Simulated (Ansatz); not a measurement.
Relaxation of a generated cell, TaTlO3 built in the GdFeO3 structure type; 20 atoms in the cell, which starts as Pnma (No. 62), oP20; a = 5.780 Å, b = 8.155 Å, c = 5.760 Å, α = β = γ = 90.00°. These are r2SCAN (plane waves to 500 eV, PAW, scalar-relativistic; Ansatz, a quantum-chemistry and plane-wave program) values and carry that method's errors. Γ-centred k-mesh 3×3×4 on the run's cell (coarser than for final values), Fermi–Dirac smearing 0.05 eV. This is the first round of the run. 

The optimiser's lines from the output (shortened; P is positive under compression):

```
relax step   1: F+E_penalty+E_count = -92447.06407695 eV  Δ(F+E_penalty+E_count) = +0.000e0 eV  max|allowed force component| = 1.367e0 eV/Å  Δτ_max = 0.0000 Å  P = -7.004 GPa  Ω = 271.523 Å³  (8 SCF iters, dr2 threshold 1.00e-7 eV, accepted)
relax step   2: F+E_penalty+E_count = -92450.12010254 eV  Δ(F+E_penalty+E_count) = -3.056e0 eV  max|allowed force component| = 6.136e-1 eV/Å  Δτ_max = 0.1983 Å  P = -1.117 GPa  Ω = 264.710 Å³  (8 SCF iters, dr2 threshold 2.00e-6 eV, accepted)
relax step   3: F+E_penalty+E_count = -92450.90083619 eV  Δ(F+E_penalty+E_count) = -7.807e-1 eV  max|allowed force component| = 3.668e-1 eV/Å  Δτ_max = 0.1690 Å  P = -0.642 GPa  Ω = 265.459 Å³  (7 SCF iters, dr2 threshold 2.00e-6 eV, accepted)
relax step   4: F+E_penalty+E_count = -92451.05580731 eV  Δ(F+E_penalty+E_count) = -1.550e-1 eV  max|allowed force component| = 9.107e-3 eV/Å  Δτ_max = 0.0903 Å  P = -0.175 GPa  Ω = 264.821 Å³  (6 SCF iters, dr2 threshold 2.00e-6 eV, accepted)
relax step   5: F+E_penalty+E_count = -92451.05612142 eV  Δ(F+E_penalty+E_count) = -3.141e-4 eV  max|allowed force component| = 1.056e-3 eV/Å  Δτ_max = 0.0018 Å  P = -0.006 GPa  Ω = 264.604 Å³  (5 SCF iters, dr2 threshold 1.04e-7 eV, accepted)
relax step   6: F+E_penalty+E_count = -92451.05343989 eV  Δ(F+E_penalty+E_count) = +2.682e-3 eV  max|allowed force component| = 1.050e-3 eV/Å  Δτ_max = 0.0000 Å  P = -0.001 GPa  Ω = 264.604 Å³  stress off target by 2.24e-3 GPa  SCF on the basis re-selected at this cell (its energy is not comparable with the rows above)  (7 SCF iters)
```

From the first to the last row the energy changes by -0.20 eV/atom and the volume by -2.5 %. The last row is marked as not comparable with the walk above it, whose basis was carried along; it does compare with step 1, since both stand on a basis selected at the nominal cutoff for their own cell.

Later rounds, restarted from the end of this one on a renewed k-mesh, logged 2 more steps and released under 0.01 eV/atom more. The final structure after all rounds: Pm-3m (No. 221), cP5, cubic perovskite type; a = b = c = 4.0443 Å, α = β = γ = 90.00°. Between re-selections the logged energies stand on a plane-wave basis carried along with the cell. No spin polarisation in the result.

The run could not lose the symmetry of its start.

The first start was generated by placing the elements on the sites of a structure type. Materials Project lists a structure of TaTlO3 in the same space group, Pm-3m (No. 221); the sites were not compared with it, nor with measured phases.
